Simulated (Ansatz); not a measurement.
# Mg₂GeN₃: rattling a relaxed structure

The structure comes from a proposed guess, relaxed at this level; another structure or a mixture of phases may lie lower.

Theory: DFT PBE, scalar-relativistic, plane waves, PAW in Ansatz 0.2.0. Cutoff 420 eV; k points 6×6×6 on the computed 12-atom cell (Γ-centred); Gaussian smearing, width 0.10 eV; no spin polarisation.

The cell below (12 atoms, space group Cmc2_1 (No. 36)) is relaxed within its symmetry.

```yaml
crystal:
  lattice:
    - [5.11086, -2.95726, 0.00000]
    - [5.11086, 2.95726, 0.00000]
    - [0.00000, 0.00000, 4.97330]
  atoms:
    - { symbol: Mg, position: [0.50156, 0.16804, 0.02093] }
    - { symbol: Mg, position: [0.49844, 0.83196, 0.52093] }
    - { symbol: Mg, position: [0.16804, 0.50156, 0.52093] }
    - { symbol: Mg, position: [0.83196, 0.49844, 0.02093] }
    - { symbol: Ge, position: [0.16307, 0.83693, 0.00380] }
    - { symbol: Ge, position: [0.83693, 0.16307, 0.50380] }
    - { symbol: N, position: [0.47215, 0.83409, 0.08479] }
    - { symbol: N, position: [0.16591, 0.52785, 0.08479] }
    - { symbol: N, position: [0.13860, 0.86140, 0.62376] }
    - { symbol: N, position: [0.83409, 0.47215, 0.58479] }
    - { symbol: N, position: [0.52785, 0.16591, 0.58479] }
    - { symbol: N, position: [0.86140, 0.13860, 0.12376] }
```

For the test it was strained at random (σ = 1.5 % a component), the atoms were moved at random (σ = 0.10 Å), and all was relaxed again on a coarse 4×4×4 mesh (in the run’s order of axes) with 0.20 eV smearing, with no symmetry imposed.

Question: Is the structure stable against such a distortion?

Answer: It returns, within 1 meV/atom of the unmoved cell on that mesh and with the same symmetry when read at 0.1 Å. No instability shows in this cell; modes of other wave vectors, which need another repeat, aren't tested.
